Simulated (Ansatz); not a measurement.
The start is a generated cell, ZrS2 built in the pyrite structure type. The cell and all atomic positions are relaxed at zero pressure with PBEsol (plane waves to 420 eV, PAW, scalar-relativistic; Ansatz, an electronic-structure program). First-step values are on the input's coarse k-mesh.

Ansatz input (later rounds restart from its end on a renewed k-mesh):
Ansatz 0.2 input:
```yaml
crystal:
  lattice:
    - [6.172683, 0, 0]
    - [0, 6.172683, 0]
    - [0, 0, 6.172683]
  atoms:
    - { symbol: Zr, position: [0, 0, 0] }
    - { symbol: Zr, position: [0.5, 0.5, 0] }
    - { symbol: Zr, position: [0, 0.5, 0.5] }
    - { symbol: Zr, position: [0.5, 0, 0.5] }
    - { symbol: S, position: [0.3851, 0.3851, 0.3851] }
    - { symbol: S, position: [0.8851, 0.1149, 0.6149] }
    - { symbol: S, position: [0.6149, 0.8851, 0.1149] }
    - { symbol: S, position: [0.1149, 0.6149, 0.8851] }
    - { symbol: S, position: [0.6149, 0.6149, 0.6149] }
    - { symbol: S, position: [0.1149, 0.8851, 0.3851] }
    - { symbol: S, position: [0.3851, 0.1149, 0.8851] }
    - { symbol: S, position: [0.8851, 0.3851, 0.1149] }
basis: { ecutwfc: 420, ecutrho_ratio: 4, xc_grid: 2, fft_grid_basis: typed }
kpoints: { mp_grid: { grid: [3, 3, 3] } }
hamiltonian:
  xc: pbesol
  dispersion: none
  pseudopotentials: { kind: paw }
scf: { occupations: { method: fermi_dirac, width: 0.05 } }
relax: { f_tol: 0.01, max_steps: 100, cell: { stress_tol: 0.02 } }
output: { forces: true, stress: true }
```

Q: How large is the pressure on the unrelaxed cell, and of which sign?

A: +2.6 GPa (positive: the cell is compressed).

Q: What is the largest force in the starting geometry, and on which atom (counted from 1)?

A: 1.68 eV/Å, on S5, S6, S7, S8, S9, S10, S11, S12 (atoms numbered as listed).

Q: How does the volume per atom move from start to end?

A: +4.9 %, from 19.60 to 20.56 Å³/atom.

Q: How do the shortest distances between atoms change?

A: The closest pairs of elements (up to four, under 3.6 Å), start → end: S–S 2.46 → 3.28 Å; S–Zr 2.58 → 2.57 Å.

Q: What band gap does the relaxed structure have at this level?

A: 0.13 eV, indirect (valence top at Γ, conduction bottom at R) (no spin-orbit coupling).

Q: Write out the relaxed structure.

A: 
```cif
data_S8Zr4
_chemical_formula_sum 'Zr4 S8'
_space_group_name_H-M_alt 'Pa-3'
_space_group_IT_number 205
_space_group_name_Hall '-P 2ac 2ab 3'
_cell_length_a 6.27234
_cell_length_b 6.27234
_cell_length_c 6.27234
_cell_angle_alpha 90.000
_cell_angle_beta 90.000
_cell_angle_gamma 90.000
loop_
_atom_site_label
_atom_site_type_symbol
_atom_site_symmetry_multiplicity
_atom_site_Wyckoff_symbol
_atom_site_fract_x
_atom_site_fract_y
_atom_site_fract_z
_atom_site_occupancy
Zr1 Zr 4 a 0.00000 0.00000 0.00000 1
S1 S 8 c 0.34919 0.34919 0.34919 1
```

The space group stays Pa-3 (No. 205) (the run could not lower it), with 12 atoms in the primitive cell. Final values are on a 5×5×5 k-mesh of the relaxed cell. No spin polarisation in the result.

The run could not lose the symmetry of its start, so the end can be a saddle point.

The relaxed structure here is a generated cell of ZrS2: the first start was made by placing the elements on the sites of a structure type, and the end was not matched to a known phase here, so it may be hypothetical. Known forms of ZrS2 include space group No. 164.
